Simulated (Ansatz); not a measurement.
Space group P-3m1 (No. 164). a = 2.806 Å, b = 2.806 Å, c = 6.218 Å, α = 90.00°, β = 90.00°, γ = 120.00°
| atom | site | symmetry | x | y | z |
| --- | --- | --- | --- | --- | --- |
| V | 2d | 3m. | 0.6667 | 0.3333 | 0.2991 |
| N | 1b | -3m. | 0.0000 | 0.0000 | 0.5000 |
| N | 2c | 3m. | 0.0000 | 0.0000 | 0.1079 |

Equation of state of this V₂N₃ structure (not necessarily the ground state), with shape and atoms relaxed at each volume where symmetry leaves them free. It has no gap at any of these volumes. These are results of Ansatz, DFT r2SCAN, scalar-relativistic, plane waves, PAW, not measurements.

Plane waves to 500 eV, a k mesh through Γ of 12×12×6 on the computed 5-atom cell and Gaussian smearing (0.10 eV); collinear spin.

| V (Å³/atom) | E − E(largest V) (meV/atom) | P (GPa) |
| --- | --- | --- |
| 7.972 | 4.57 | 20.23 |
| 8.226 | -18.58 | 9.94 |
| 8.481 | -26.49 | 0.01 |
| 8.735 | -19.58 | -8.56 |
| 8.989 | 0.00 | -15.88 |

Task: Fit a third-order Birch–Murnaghan equation to E(V).

Result: V0 = 8.49 Å³/atom, B0 = 300 GPa, B0' = 2.0.

The state reached may not be the lowest one. Moments started parallel, and an antiferromagnetic order may lie lower.